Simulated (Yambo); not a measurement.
K2Pt (space group Fm-3m, No. 225), G0W0@PBEsol in Yambo with this input:

```
rim_cut
gw0
dyson
el_el_corr
HF_and_locXC
ppa
em1d
RandQpts= 1000000
RandGvec= 1 Ry
EXXRLvcs= 84 Ry
VXCRLvcs= 336 Ry
Chimod= "HARTREE"
% BndsRnXp
 9 | 310 |
%
NGsBlkXp= 7 Ry
% LongDrXp
 1.0 | 1.0 | 1.0 |
%
PPAPntXp= 27.2114 eV
% GbndRnge
 1 | 310 |
%
GTermKind= "BG"
DysSolver= "n"
ExtendOut
```

On a 2×2×2 mesh, with wavefunctions cut at 84 Ry, the gap (X → L) is 1.769 eV and the valence edge shifts by -0.632 eV.

Question: What happens with this change: 1 Ry block?

Answer: The gap falls by 0.134 eV, to 1.635 eV; the shift of the valence edge becomes -0.517 eV. Neither run is shown to be the converged limit.

Spin-orbit coupling is included.

Geometry relaxed with PBEsol; primitive cell a = b = c = 5.2837 Å, α = β = γ = 60.00°.

The structure is a Materials Project entry; no match was found in the copy of COD used, and its stability was not checked.

A shift is the quasiparticle energy of the state minus its PBEsol energy.
